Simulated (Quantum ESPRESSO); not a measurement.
```
CdTe
1.0
    0.00000     3.24458     3.24458
    3.24458     0.00000     3.24458
    3.24458     3.24458     0.00000
Cd Te
1 1
Cartesian
  0.00000   0.00000   0.00000
  4.86687   4.86687   4.86687
```

Cell and atoms were relaxed with PBEsol from Materials Project entry mp-406, within its symmetry.

### Question
What does norm-conserving PBE (stringent potentials; Quantum ESPRESSO, 120 Ry, no spin-orbit coupling) give for the electronic structure near the Fermi level?

### Answer
The PBE gap is direct, 0.76 eV at Γ. Spin-orbit coupling is left out, which matters for elements this heavy: edges can move by tenths of an eV.
